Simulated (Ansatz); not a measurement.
NiIrN₂:
Space group R-3m, hexagonal axes (No. 166); a = 2.983 Å, b = 2.983 Å, c = 17.254 Å, α = 90.00°, β = 90.00°, γ = 120.00°

```json
[
 {"atom": "Ir", "site": "3b", "symmetry": "-3m", "x": "0.0000", "y": "0.0000", "z": "0.5000"},
 {"atom": "Ni", "site": "3a", "symmetry": "-3m", "x": "0.0000", "y": "0.0000", "z": "0.0000"},
 {"atom": "N", "site": "6c", "symmetry": "3m", "x": "0.0000", "y": "0.0000", "z": "0.1033"}
]
```
(The calculation used a cell of 4 atoms; values per cell refer to that cell.)

Relaxed with PBEsol.

Question: Which orbitals make up the states near the Fermi level in plane-wave PAW PBEsol (Ansatz code)?

Answer: Within 0.5 eV of the Fermi level: Ir 5d 33 %, Ni 3d 33 %, N 2p 26 %. Projections are on Löwdin-orthogonalised atomic valence shells; empty p or d shells of many metals are not among them.

Question: Tabulate the density of states.

Answer: States/eV per cell of 4 atoms, in 0.25 eV bins, energy from the Fermi level.

```tsv
E (eV)	total	N 2p	Ni 3d	Ir 5d
-7.85	1.95	0.96	0.11	0.68
-7.60	2.06	1.04	0.11	0.74
-7.35	1.33	0.69	0.06	0.48
-7.10	2.47	1.25	0.11	0.98
-6.85	3.70	1.92	0.26	1.32
-6.60	3.36	1.68	0.22	1.29
-6.35	4.84	2.43	0.43	1.79
-6.10	1.79	0.92	0.12	0.65
-5.85	1.18	0.67	0.06	0.34
-5.60	2.17	1.25	0.11	0.62
-5.35	1.99	1.20	0.10	0.54
-5.10	1.39	0.84	0.07	0.36
-4.85	1.85	1.06	0.10	0.52
-4.60	1.40	0.76	0.18	0.36
-4.35	1.72	0.91	0.30	0.42
-4.10	2.27	1.20	0.49	0.48
-3.85	3.70	2.05	0.87	0.61
-3.60	2.92	1.45	0.72	0.57
-3.35	1.87	0.93	0.46	0.37
-3.10	1.40	0.42	0.44	0.39
-2.85	0.90	0.29	0.22	0.28
-2.60	1.49	0.54	0.40	0.39
-2.35	1.95	0.53	0.63	0.59
-2.10	2.70	0.45	1.07	0.94
-1.85	4.95	0.52	2.79	1.29
-1.60	5.61	0.41	3.69	1.26
-1.35	6.36	0.33	4.79	1.08
-1.10	6.94	0.65	4.58	1.41
-0.85	7.33	0.96	4.69	1.34
-0.60	5.97	0.67	3.66	1.38
-0.35	4.43	0.74	1.96	1.49
-0.10	3.74	1.08	0.82	1.55
0.15	3.32	1.03	0.94	1.06
0.40	3.70	1.35	1.04	1.03
0.65	3.33	1.26	0.95	0.87
0.90	1.15	0.39	0.37	0.26
1.15	0.07	0.02	0.02	0.01
1.40	0.00	0.00	0.00	0.00
1.65	0.00	0.00	0.00	0.00
1.90	0.00	0.00	0.00	0.00
2.15	0.00	0.00	0.00	0.00
2.40	0.03	0.00	0.00	0.01
2.65	0.34	0.05	0.04	0.12
2.90	0.91	0.18	0.08	0.29
3.15	1.59	0.36	0.11	0.47
3.40	1.88	0.44	0.10	0.51
3.65	1.91	0.55	0.09	0.57
3.90	1.65	0.62	0.07	0.58
4.15	2.43	1.05	0.07	0.93
4.40	3.21	1.43	0.08	1.27
4.65	2.06	0.96	0.07	0.80
```

The start of the workflow was typed in or built on a structure type; neither database checked (COD, Materials Project) lists it. Its standing as an ambient phase is unchecked. The cell was relaxed with PBEsol under the symmetry of its start; whether a distortion lowers the energy is not shown. The workflow began spin-polarised and lost its moments. Its formation energy is positive at this level, so the cell may be metastable or incomplete. Spin–orbit coupling is left out wherever it is not named.

Potentials: the earlier of the program's two PAW sets. The files were generated under PBE; for other functionals the program regenerates the frozen cores, and for LDA and PBEsol the local potential too.
